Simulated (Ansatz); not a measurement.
YSi2Os2:
Space group I4/mmm (No. 139); a = 4.167 Å, b = 4.167 Å, c = 9.609 Å, α = 90.00°, β = 90.00°, γ = 90.00°

```csv
atom,site,symmetry,x,y,z
Y,2a,4/mmm,0.0000,0.0000,0.0000
Os,4d,-4m2,0.0000,0.5000,0.2500
Si,4e,4mm,0.0000,0.0000,0.3700
```
(The calculation used a cell of 5 atoms; values per cell refer to that cell.)

Relaxed with r²SCAN.

**Question.** Tabulate the valence density and the electron localisation function along the shortest Y–Os contact (3.18 Å), plane-wave PAW r²SCAN (Ansatz code).

**Answer.** 

```
distance from Y (Å)  density (e/Å³)   ELF
-------------------  --------------  ----
0.32                           3.69  0.69
0.48                           3.39  0.83
0.64                           2.43  0.86
0.79                           1.39  0.82
0.95                           0.69  0.60
1.11                           0.34  0.25
1.27                           0.20  0.11
1.43                           0.17  0.14
1.59                           0.19  0.26
1.75                           0.23  0.33
1.91                           0.32  0.31
2.07                           0.50  0.30
2.23                           0.92  0.38
2.38                           2.01  0.56
2.54                           4.04  0.69
2.70                           6.32  0.70
2.86                           7.70  0.58
```

The density is the valence pseudo-density with augmentation charge, so density and ELF within about 1 Å of a nucleus are not all-electron values.

The workflow started from an entry of the Crystallography Open Database (COD). Its standing as an ambient phase is unchecked. Symmetry was held in the r²SCAN relaxation; whether a distortion lowers the energy is not shown. The run is not spin-polarised. Scalar-relativistic: spin–orbit coupling is off unless named, which matters more the heavier the elements.

Potentials: the later of the program's two PAW sets.
